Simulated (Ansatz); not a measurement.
# NaGa4 squeezed and stretched

A database entry relaxed whole under r2SCAN (I4/mmm):

```
Na Ga
1.0
    -2.09650    2.09650    5.57435
     2.09650   -2.09650    5.57435
     2.09650    2.09650   -5.57435
Na Ga
1 4
Direct
  0.00000 0.00000 0.00000
  0.38934 0.38934 0.00000
  0.61066 0.61066 0.00000
  0.75000 0.25000 0.50000
  0.25000 0.75000 0.50000
```

The cell was scaled uniformly, its shape held, and the atoms relaxed at each volume with plane-wave PAW DFT (Ansatz 0.2.0; r2SCAN, 500 eV, 11×11×11 Γ-centred mesh, fermi-dirac occupations of width 0.100 eV; no spin, no spin-orbit coupling). One row is withheld.

```
volume (Å³/atom)  energy over the lowest (meV/atom)  pressure (GPa)
          18.425                               12.8            3.75
          18.817                                5.4            2.36
          19.209                                1.3            1.12
          19.601                                0.0            0.01
          19.993                                1.3           -0.97
          20.385                                  ?               ?
          20.777                               10.4           -2.61
```

Question: Fit the pressures of the other rows to the third-order Birch-Murnaghan form.

Answer: With f = [(V₀/V)^(2/3) − 1]/2 and P = 3B₀f(1 + 2f)^(5/2)[1 + 3(B₀′ − 4)f/2], least squares gives V₀ = 19.61 Å³ an atom, B₀ = 51.9 GPa and B₀′ = 4.9; the rows miss the fit by less than 0.01 GPa. The slope of the energies differs from these pressures by less than 0.05 GPa.

Question: What does the withheld row hold?

Answer: The fit gives -1.84 GPa at 20.385 Å³; the run gave -1.84 GPa and 4.8 meV an atom.

Caveats: the shape of the cell was held, so B₀ is an upper bound where the axes differ in stiffness; 0 K, fixed nuclei; the symmetry was kept, and this need not be the phase that is stable at 0 K; one mesh for all volumes; pressure is positive in compression.
